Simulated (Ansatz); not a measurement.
Si$_{2}$W:
```xyz
9
Lattice="4.5759 0.0000 0.0000 -2.2879 3.9628 0.0000 0.0000 0.0000 6.6033" Properties=species:S:1:pos:R:3 pbc="T T T"
Si     2.2879     2.6646     3.3016
Si    -1.1636     3.3137     5.5027
Si     1.1243     0.6491     1.1005
Si     0.0000     1.2983     3.3016
Si     3.4516     0.6491     5.5027
Si     1.1636     3.3137     1.1005
W     -1.1440     1.9814     1.1005
W      2.2879     0.0000     3.3016
W      1.1440     1.9814     5.5027
```

Relaxed with PBEsol. Special points in fractions of this cell's reciprocal vectors: Γ (0.000, 0.000, 0.000); M (0.500, 0.000, 0.000); K (0.333, 0.333, 0.000); A (0.000, 0.000, 0.500); L (0.500, 0.000, 0.500); H (0.333, 0.333, 0.500).

Problem. List the band energies nearest the Fermi level at these points for PBEsol in the plane-wave PAW code Ansatz.

Solution. In eV from the Fermi level; about four levels below and three above (degenerate sets whole), none deeper than 8.9 eV; points with the same levels are listed once.

| k | below | above |
|---|---|---|
| Γ | -3.43 -3.43 -3.06 -2.62 -1.00 | 2.21 2.21 2.34 |
| M | -2.37 -1.73 -1.21 -0.69 | 0.00 0.79 0.92 |
| K | -2.82 -1.23 -1.23 -0.86 | 0.81 1.12 1.12 |
| A | -2.77 -2.77 -2.61 -0.78 -0.78 | 1.79 2.12 2.12 |
| L | -3.02 -2.16 -1.30 0.00 | 0.66 1.06 1.27 |
| H | -2.02 -2.02 -1.63 -1.63 -0.66 | 0.52 0.52 0.80 |

Space group P6_222. The first step of the workflow began from a Materials Project structure, measured or hypothetical; the Crystallography Open Database copy checked does not list it. It is not the phase usual at ambient conditions (space group No. 139). The PBEsol relaxation kept the symmetry of its start; of distortions, only those at the zone centre were tested. No spin polarisation was allowed. The Fermi level of a semimetal is unsure by some 0.05 eV on such meshes. Spin–orbit coupling is left out wherever it is not named.

Potentials: the later of the program's two PAW sets.
